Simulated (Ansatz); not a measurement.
BaIn₄ in space group I4/mmm (No. 139; Ba on 2a, In on 4d, In on 4e), plane-wave PAW PBE (Ansatz code), all energies at zero smearing, with the estimated change up to a 700 eV cutoff added, with one set of potentials and settings (totals compare only within such a set). Cell of 5 atoms (1 Ba, 4 In): -28342.785 eV.

| element | reference phase | E (eV/atom) |
|---|---|---|
| Ba | Im-3m, 1 atoms in the cell | -5949.5401 |
| In | I4/mmm, 1 atoms in the cell | -5597.8481 |

Formation energy per atom, worked out: (-28342.785 − 1×(-5949.5401) − 4×(-5597.8481))/5 = -0.370 eV/atom (-36 kJ per mol of atoms), at 0 K, without zero-point energy or fitted corrections.

The workflow started from a Materials Project entry (that database holds measured and hypothetical structures alike); the Crystallography Open Database copy checked does not list it. Its standing as an ambient phase is unchecked. The cell was relaxed with PBE under the symmetry of its start; its stability against distortions is not shown here. The references are the lowest solids computed at this level, not always the standard phases. Spin–orbit coupling is left out wherever it is not named.

Potentials: the later of the program's two PAW sets.
